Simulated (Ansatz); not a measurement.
Mg3ZnO4 in space group Pm-3m (No. 221; Mg on 3c, Zn on 1a, O on 3d, O on 1b), the program Ansatz at the LDA level (PAW): ε∞ = 3.70, cell volume 72.76 Å³. Infrared-active transverse modes:

```tsv
ω_TO (cm⁻¹)	oscillator strength S_xx (e²/amu)
187.1	0.05121
361.6	1.090
405.3	0.4422
434.7	0.07714
530.4	0.005645
```

Q: Compute the static dielectric constant.

A: Each mode adds (4.921e7/V) S/ω²: 0.99, 5.64, 1.82, 0.28, 0.01. So ε0 = 12.4.

The first step of the workflow began from a Materials Project structure, measured or hypothetical; the Crystallography Open Database copy checked does not list it. With Mg and Zn taken as one species the cell has the higher symmetry Fm-3m, so it may be an ordered model of a mixed-site phase. Whether it is the stable phase at ambient conditions was not checked. The LDA relaxation kept the symmetry of its start; phonons on a q-mesh show no instability.

Potentials: the later of the program's two PAW sets.
